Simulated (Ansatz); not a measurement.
# Ga₄AsP₃: phonons across the zone

Level of theory: Ansatz, DFT PBE, scalar-relativistic, plane waves, PAW. Plane waves to 420 eV; Γ-centred k mesh 8×8×4; fixed occupations. No spin polarisation. Phonons by linear response, acoustic sum rule imposed.

Relaxed structure:
```
CELL_PARAMETERS angstrom
3.93467 0.00000 0.00000
0.00000 3.93467 0.00000
0.00000 0.00000 11.12960
ATOMIC_POSITIONS crystal
Ga 0.50000 0.00000 0.86796
Ga 0.00000 0.50000 0.62257
Ga 0.50000 0.00000 0.37743
Ga 0.00000 0.50000 0.13204
P 0.00000 0.00000 0.50000
P 0.50000 0.50000 0.25466
P 0.50000 0.50000 0.74534
As 0.00000 0.00000 0.00000
```

It was reached by relaxing an invented guess, and it needn't be the stable form of this composition. The q mesh is coarse, so values between its points are rough.

Force constants from linear response on a 2×2×1 q mesh.

Problem. Is the structure dynamically stable on the q mesh?

Solution. Yes, on this mesh: no mode is imaginary. Between the mesh points the interpolation dips to 19i cm⁻¹.

Problem. Give the frequencies (cm⁻¹) at the zone-boundary points of high symmetry (interpolated where a point lies off the q mesh).

Solution.
```csv
point,q,frequencies
X,0.000 0.500 0.000,66 72 75 77 89 91 117 118 173 179 217 220 245 250 254 327 327 332 335 336 337 340 358 359
M,0.500 0.500 0.000,88 90 90 98 114 114 129 134 202 204 231 231 235 238 251 318 318 333 334 335 336 336 359 359
Z,0.000 0.000 0.500,45 45 51 51 74 81 87 87 101 101 202 212 253 253 270 333 333 336 336 337 337 350 361 369
R,0.000 0.500 0.500,67 80 83 87 87 88 100 101 190 199 204 205 247 251 254 325 327 333 334 335 338 344 357 358
A,0.500 0.500 0.500,92 94 94 107 110 110 120 121 215 222 222 227 231 231 253 316 316 332 334 336 339 339 358 358
```
